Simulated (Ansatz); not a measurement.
Here is the system:

BiB (zinc blende, space group No. 216), a = b = c = 5.5215 Å, α = β = γ = 90.00°; the cell used has 2 atoms.

This is the PBE-relaxed structure.

### Question
All from the program Ansatz at the PBE level (PAW), unless another level is named. Predict the electron effective mass.

### Answer
0.012 mₑ (isotropic).

### Question
And the formation energy from the elements (no fitted shifts)?

### Answer
0.80 eV/atom.

### Question
Give the hole effective mass, band 1 of 3 at the edge.

### Answer
0.23 along [100], 1.5 along [110], 0.53 along [111] (mₑ).

### Question
What about the weight of the conduction-edge state by species (Voronoi cells)?

### Answer
B 65 %, Bi 35 %.

### Question
Predict the valence-band maximum.

### Answer
at Γ.

Space group F-43m (zinc blende). The cell is a constructed one: a structure type filled with these elements; neither database checked (COD, Materials Project) lists it. Whether it is the stable phase at ambient conditions was not checked. The PBE relaxation kept the symmetry of its start; of distortions, only those at the zone centre were tested. The references are the lowest solids computed at this level, not always the standard phases. Scalar-relativistic: spin–orbit coupling is off unless named, which matters more the heavier the elements.

Potentials: the later of the program's two PAW sets.

Edges and masses are those of Kohn–Sham bands, whose gap is no quasiparticle gap.
